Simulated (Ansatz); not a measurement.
**W3N4: reading a single point**

```yaml
crystal:
  lattice:
    - [4.11640, 0.00000, 0.00000]
    - [0.00000, 4.11640, 0.00000]
    - [0.00000, 0.00000, 4.11640]
  atoms:
    - { symbol: N, position: [0.50000, 0.50000, 0.50000] }
    - { symbol: N, position: [0.50000, 0.00000, 0.00000] }
    - { symbol: N, position: [0.00000, 0.50000, 0.00000] }
    - { symbol: N, position: [0.00000, 0.00000, 0.50000] }
    - { symbol: W, position: [0.50000, 0.50000, 0.00000] }
    - { symbol: W, position: [0.00000, 0.50000, 0.50000] }
    - { symbol: W, position: [0.50000, 0.00000, 0.50000] }
```

Method: PBE, no spin polarisation; PAW, plane waves to 420 eV, 8×8×8 Γ-centred mesh, fermi-dirac occupations (width 0.1 eV) (Ansatz 0.2.0), atoms fixed.

How is the charge shared?

Bader charges in e: W +2.00, N -1.73 to -1.42. In the mean W gives up most and N takes most.

Describe some of the short contacts.

N–W at 2.06 Å: least valence density 0.75 e/Å³ and ELF 0.23 there. These are pseudo-fields; inside the PAW spheres they differ from the all-electron ones.

Are the atoms at rest?

The forces vanish by the symmetry of the sites.

What does the stress say?

The pressure is 29.3 GPa (compression positive), so with the atoms held at these fractions the cell would first expand.

What happens at the Fermi level?

It is a metal, with about 3.1 states/eV a cell as the mean within 0.25 eV of the Fermi level, mostly W d (78 %) and N p (18 %).

Origin: a database entry at a rescaled volume. Caveats: many states at the Fermi level without spin polarisation, so a magnetic state may lie lower; atoms or cell far from equilibrium.
